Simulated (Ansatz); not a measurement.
The start is a generated cell, BeAu placed in the AFLOW prototype AB_oI4_44_a_b (as in GaAs). The structure is fully relaxed (lattice and positions, P = 0) with PBE (plane waves to 420 eV, PAW, scalar-relativistic; Ansatz, a first-principles code). The first steps use a coarse 15×15×15 k-mesh.

Starting cell:
```
BeAu
1.0
   -2.24990     2.31096     1.23768
    2.24990    -2.31096     1.23768
    2.24990     2.31096    -1.23768
Au Be
1 1
Direct
  0.00000   0.00000   0.00000
  0.57500   0.07500   0.50000
```

- Largest initial force = 0.11 eV/Å, on Au1, Be2 (atoms numbered as listed)
- Outcome = The space group goes from Imm2 (No. 44) to Immm (No. 71), with 2 atoms in the primitive cell
- Energy released = 0.24 eV/atom
- Shortest distances (start → end) = The closest pairs of elements (up to four, under 3.6 Å), start → end: Au–Be 2.32 → 2.43 Å; Au–Au 2.48 → 2.72 Å; Be–Be 2.48 → 2.72 Å
- Band gap at the end = zero (metallic)
- Optimiser moves = 13

Relaxed structure:

```cif
data_Au2Be2
_chemical_formula_sum 'Au2 Be2'
_space_group_name_H-M_alt 'Immm'
_space_group_IT_number 71
_space_group_name_Hall '-I 2 2'
_cell_length_a 2.71909
_cell_length_b 4.02086
_cell_length_c 5.25519
_cell_angle_alpha 90.000
_cell_angle_beta 90.000
_cell_angle_gamma 90.000
loop_
_atom_site_label
_atom_site_type_symbol
_atom_site_symmetry_multiplicity
_atom_site_Wyckoff_symbol
_atom_site_fract_x
_atom_site_fract_y
_atom_site_fract_z
_atom_site_occupancy
Au1 Au 2 a 0.00000 0.00000 0.00000 1
Be1 Be 2 c 0.00000 0.00000 0.50000 1
```
(The calculation used a cell of 2 atoms; values per cell refer to that cell.)

Final values are on a 20×20×20 k-mesh of the relaxed cell. No spin polarisation in the result.

The run could not lower the symmetry of its start; a shaken copy of this end point relaxes with PBE to Cmcm (No. 63), 0.20 eV/atom lower.

The relaxed structure here is a generated cell of BeAu: the first start was made by placing the elements on the sites of a structure type, and the end was not matched to a known phase here, so it may be hypothetical.
